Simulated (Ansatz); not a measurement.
## Na₂Bi: stable or not

It was reached by relaxing an invented guess, and it needn't be the stable form of this composition.

The calculation used DFT PBE, scalar-relativistic, plane waves, PAW (Ansatz). Cutoff 420 eV, Γ-centred 10×10×14 mesh (3-atom cell), Gaussian smearing of 0.10 eV, no spin polarisation.

```yaml
crystal:
  lattice:
    - [-1.81019, 2.45157, 4.90822]
    - [1.81019, -2.45157, 4.90822]
    - [1.81019, 2.45157, -4.90822]
  atoms:
    - { symbol: Na, position: [0.66028, 0.66028, 0.00000] }
    - { symbol: Na, position: [0.33972, 0.33972, 0.00000] }
    - { symbol: Bi, position: [0.00000, 0.00000, 0.00000] }
```

The zero of energy is the elements' standard structures at the same level; no fitted shifts are applied.

Problem. These tests were run: energy against the elements; phonons at Γ. What do they show?

Solution.

```
                       test                       result
energy against the elements                −0.35 eV/atom
               phonons at Γ  lowest optical mode 73 cm⁻¹
```

It fails none of these tests. Whether a mixture of other phases lies lower isn't tested here. Phonons away from Γ weren't computed.

These runs have no spin–orbit coupling, which can matter for Bi. The run for the phonons used a 10×10×14 k mesh and Fermi–Dirac smearing of 0.15 eV.
